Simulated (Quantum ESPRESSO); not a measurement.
# Band energies of PbBrF

```xyz
6
Lattice="4.1851 0.0000 0.0000 0.0000 4.1851 0.0000 0.0000 0.0000 7.6623" Properties=species:S:1:pos:R:3 pbc="T T T"
F      2.0925     2.0925     0.0000
F      0.0000     0.0000     0.0000
Br     2.0925     0.0000     5.0014
Br     0.0000     2.0925     2.6609
Pb     0.0000     2.0925     6.2019
Pb     2.0925     0.0000     1.4604
```

norm-conserving PBEsol (Quantum ESPRESSO, 84 Ry, with spin-orbit coupling); path ΓXMΓZRAZ,XR,MA; energies in eV from the valence-band maximum.

```
k (1/Å)  point  band 56  band 57  band 58  band 59  band 60  band 61  band 62  band 63
-------  -----  -------  -------  -------  -------  -------  -------  -------  -------
0.00         Γ    -0.34     2.99     2.99     3.56     3.56     5.58     5.58     5.79
0.25              -0.35     3.15     3.15     3.64     3.64     5.01     5.01     5.68
0.50              -0.14     3.07     3.07     3.63     3.63     4.58     4.58     5.09
0.75         X    -0.34     3.16     3.16     3.16     3.16     4.73     4.73     4.73
0.94              -0.48     3.13     3.13     3.56     3.56     4.67     4.67     4.97
1.13              -0.84     3.25     3.25     3.97     3.97     4.88     4.88     5.04
1.50         M    -0.78     3.60     3.60     3.60     3.60     5.10     5.10     5.10
1.68              -0.75     3.41     3.41     3.85     3.85     4.99     4.99     5.19
2.03              -0.49     3.23     3.23     3.75     3.75     4.95     4.95     5.37
2.21              -0.24     3.35     3.35     3.50     3.50     4.97     4.97     5.31
2.56         Γ    -0.34     2.99     2.99     3.56     3.56     5.58     5.58     5.79
2.77              -0.17     2.52     2.52     3.52     3.52     5.49     5.49     5.69
2.97         Z     0.00     2.12     2.12     3.39     3.39     5.47     5.47     5.54
3.16              -0.12     2.36     2.36     3.44     3.44     5.04     5.04     5.56
3.35              -0.31     2.79     2.79     3.49     3.49     4.41     4.41     5.34
3.72         R    -0.37     3.01     3.01     3.01     3.01     4.61     4.61     4.61
3.91              -0.34     2.72     2.72     3.27     3.27     4.70     4.70     4.77
4.29              -1.02     3.27     3.27     3.92     3.92     4.82     4.82     5.48
4.47         A    -1.12     3.79     3.79     3.79     3.79     5.14     5.14     5.14
4.78              -0.73     2.78     2.78     4.11     4.11     4.68     4.68     5.53
4.93              -0.44     2.57     2.57     3.95     3.95     4.69     4.69     5.47
5.23              -0.24     2.67     2.67     3.51     3.51     4.80     4.80     5.29
5.38              -0.08     2.28     2.28     3.43     3.43     5.18     5.18     5.55
5.54         Z     0.00     2.12     2.12     3.39     3.39     5.47     5.47     5.54
5.54         X    -0.34     3.16     3.16     3.16     3.16     4.73     4.73     4.73
5.67              -0.34     3.12     3.12     3.12     3.12     4.70     4.70     4.70
5.95         R    -0.37     3.01     3.01     3.01     3.01     4.61     4.61     4.61
5.95         M    -0.78     3.60     3.60     3.60     3.60     5.10     5.10     5.10
6.36         A    -1.12     3.79     3.79     3.79     3.79     5.14     5.14     5.14
```

The PBEsol gap is direct, 2.12 eV at Z.

Geometry of the Materials Project entry, not relaxed at this level.
